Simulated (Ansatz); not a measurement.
Name crystals whose computed values (r²SCAN (plane waves, PAW; program Ansatz)) fall in these windows: highest Γ mode, no LO–TO term (cm⁻¹) 600 to 730; Θ_D (K) 550 to 760; G_Hill (GPa) 100 to 130.



```
crystal                                                highest Γ mode, no LO–TO term (cm⁻¹)  Θ_D (K)  G_Hill (GPa)
-----------------------------------------------------  ------------------------------------  -------  ------------
Ti2GaC, P6_3/mmc (Ti on 4f, Ga on 2d, C on 2a)                                          646      646           119
AlGa3N4, P-43m (Al on 1a, Ga on 3c, N on 4e)                                            712      686           117
Mg2ZnO3, P-3m1 (Mg on 2d, Zn on 1a, O on 2d, O on 1b)                                   635      732           104
AlGaN2, P-4m2 (Al on 1c, Ga on 1a, N on 2g)                                             708      753           121
GaN, P6_3mc (Ga on 2a, Ga on 2b, N on 2a, N on 2b)                                      718      634           114
```
Others may fit too.

Built on a structure type that need not be the filed one of that space group: GaN, P6_3mc (Ga on 2a, Ga on 2b, N on 2a, N on 2b). Not the usual ambient phase: GaN, P6_3mc (Ga on 2a, Ga on 2b, N on 2a, N on 2b). Standing as an ambient phase not checked: Ti2GaC, P6_3/mmc (Ti on 4f, Ga on 2d, C on 2a); AlGa3N4, P-43m (Al on 1a, Ga on 3c, N on 4e); Mg2ZnO3, P-3m1 (Mg on 2d, Zn on 1a, O on 2d, O on 1b); AlGaN2, P-4m2 (Al on 1c, Ga on 1a, N on 2g). Perhaps ordered models of mixed-site phases: AlGa3N4, P-43m (Al on 1a, Ga on 3c, N on 4e); Mg2ZnO3, P-3m1 (Mg on 2d, Zn on 1a, O on 2d, O on 1b); AlGaN2, P-4m2 (Al on 1c, Ga on 1a, N on 2g). All cells were relaxed under the symmetry of their starts (and spin orders); stability against distortions was not tested throughout. Rows with no word on spin ran without spin polarisation. Scalar-relativistic: spin–orbit coupling is off unless named, which matters more the heavier the elements.

Potentials: the later of the program's two PAW sets.
